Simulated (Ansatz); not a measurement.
ZnSnO3 in space group R-3 (No. 148; Zn on 6c, Sn on 6c, O on 18f), the program Ansatz at the PBEsol level (PAW), all energies at zero smearing, with the estimated change up to a 700 eV cutoff added, with one set of potentials and settings (totals compare only within such a set). Cell of 10 atoms (2 Zn, 2 Sn, 6 O): -21826.906 eV.

| element | reference phase | E (eV/atom) |
|---|---|---|
| Zn | P6_3/mmc, 2 atoms in the cell | -3280.9077 |
| Sn | I4_1/amd, 2 atoms in the cell | -5949.7830 |
| O | C2/m, 4 atoms in the cell, spin-polarised | -558.3554 |

Formation energy per atom, worked out: (-21826.906 − 2×(-3280.9077) − 2×(-5949.7830) − 6×(-558.3554))/10 = -1.539 eV/atom (-149 kJ per mol of atoms), at 0 K, without zero-point energy or fitted corrections.

The first step of the workflow began from a Materials Project structure, measured or hypothetical; the Crystallography Open Database copy checked does not list it. Whether it is the stable phase at ambient conditions was not checked. Symmetry was held in the PBEsol relaxation; its stability against distortions is not shown here. The references are the lowest solids computed at this level, not always the standard phases (solids in place of the gases). Scalar-relativistic: spin–orbit coupling is off unless named, which matters more the heavier the elements.

Potentials: the later of the program's two PAW sets.
